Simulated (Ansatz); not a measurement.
# NaCaCeBiO₆: Coordination and O-17 quadrupole coupling

Cell: a computed structure from the Materials Project (it need not be an observed phase), atoms as given.

Space group P-4n2 (No. 118); a = 5.8961, c = 8.6422 Å.

```csv
site,Wyckoff,site symmetry,x,y,z
Na,2d,2.22,0.5000,0.0000,0.2500
Ca,2c,2.22,0.0000,0.5000,0.2500
Ce,2b,-4..,0.0000,0.0000,0.5000
Bi,2a,-4..,0.0000,0.0000,0.0000
O9,4e,2..,0.0000,0.0000,0.2453
O13,8i,1,0.3213,0.1664,0.9835
```

One atom of each set is listed.

Computed with Ansatz: DFT, PBE, plane waves and PAW, scalar-relativistic, 420 eV cutoff, Γ-centred 4×4×3 k-points, Fermi–Dirac smearing 0.02 eV.

Q(O-17) = -25.58 mb.

Q: Rank these O sites by |C_Q|, smallest first.
A. O9: 1 Bi at 2.12 Å, 1 Ce at 2.20 Å, angle 180°; also 2 Na at 2.95 Å, 2 Ca at 2.95 Å
B. O13: 1 Bi at 2.14 Å, 1 Ce at 2.24 Å, 1 Ca at 2.48 Å, 1 Na at 2.72 Å

A: A (5.05 MHz, η = 0.35), B (5.66 MHz, η = 0.26).

At O9 V_zz points along the line of its two bonds (within 1°). At O13 V_zz points along its shortest bond, to Bi (within 3°). Like point charges on the first shell alone (each adding as 1/d³) would put O9 above O13: the kind of neighbour, the covalent part of each bond and the atoms beyond the first shell count as well.

Without spin–orbit coupling the gradients at and beside Bi and Ce can be off by some per cent, at some sites by more.
